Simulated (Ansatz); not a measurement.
Given:

Ge:
```
Ge
1.0
    4.00224     0.00000     0.00000
   -2.00112     3.46604     0.00000
    0.00000     0.00000    13.14106
Ge
8
Direct
  0.00000   0.00000   0.40681
  0.00000   0.00000   0.59319
  0.00000   0.00000   0.90681
  0.00000   0.00000   0.09319
  0.33333   0.66667   0.34412
  0.66667   0.33333   0.65588
  0.66667   0.33333   0.84412
  0.33333   0.66667   0.15588
```

This is the r²SCAN-relaxed structure. Tensor components refer to the Cartesian frame of this cell.

### Question
All from DFT-r²SCAN in the program Ansatz with PAW potentials, unless another level is named. Give the electron effective mass with spin–orbit coupling.

### Answer
0.071, 0.071, 0.53 mₑ (principal values).

### Question
What about the hole effective mass with spin–orbit coupling?

### Answer
0.024, 0.024, 0.48 mₑ (principal values).

### Question
And the electron effective mass?

### Answer
0.072, 0.072, 0.59 mₑ (principal values).

### Question
Give the hole effective mass, band 1 of 2 at the edge.

### Answer
0.57 along x, 0.49 along z (mₑ).

### Question
What about the gap with spin–orbit coupling?

### Answer
0.18 eV.

### Question
Predict the valence-band maximum.

### Answer
at Γ.

Space group P6_3/mmc. The first step of the workflow began from a Materials Project structure, measured or hypothetical; the Crystallography Open Database copy checked does not list it. It is not the phase usual at ambient conditions (space group No. 227). Symmetry was held in the r²SCAN relaxation; of distortions, only those at the zone centre were tested. Spin–orbit coupling is left out wherever it is not named.

Potentials: the earlier of the program's two PAW sets.
